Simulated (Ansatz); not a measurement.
HfTeSe in space group P3m1 (No. 156; Hf on 1a, Te on 1c, Se on 1b) at seven volumes, the program Ansatz at the r²SCAN+D4 level (PAW), shape and atoms relaxed at each. One row is withheld.

```json
[
 {"V (Å³/atom)": "26.091", "P (GPa)": "3.28"},
 {"V (Å³/atom)": "26.951", "P (GPa)": "1.87"},
 {"V (Å³/atom)": "27.811", "P (GPa)": "0.78"},
 {"V (Å³/atom)": "28.671", "P (GPa)": "0.00"},
 {"V (Å³/atom)": "29.531", "P (GPa)": "?"},
 {"V (Å³/atom)": "30.391", "P (GPa)": "-0.81"},
 {"V (Å³/atom)": "31.252", "P (GPa)": "-1.00"}
]
```

Task: Fit the shown pressures and predict the withheld one.

Result: Third-order Birch–Murnaghan: P = (3/2)B₀(x^(7/2) − x^(5/2))[1 + (3/4)(B′ − 4)(x − 1)] with x = (V₀/V)^(2/3). Least squares on the six rows gives V₀ = 28.704 Å³/atom, B₀ = 20.58 GPa, B′ = 11.81. At V = 29.531, x = 0.9812 and P = -0.49 GPa. The run itself gave -0.52 GPa.

The workflow started from a Materials Project entry (that database holds measured and hypothetical structures alike); the Crystallography Open Database copy checked does not list it. Its standing as an ambient phase is unchecked. The r²SCAN+D4 relaxation kept the symmetry of its start; its stability against distortions is not shown here. The run is not spin-polarised. Scalar-relativistic: spin–orbit coupling is off unless named, which matters more the heavier the elements.

Potentials: the later of the program's two PAW sets.
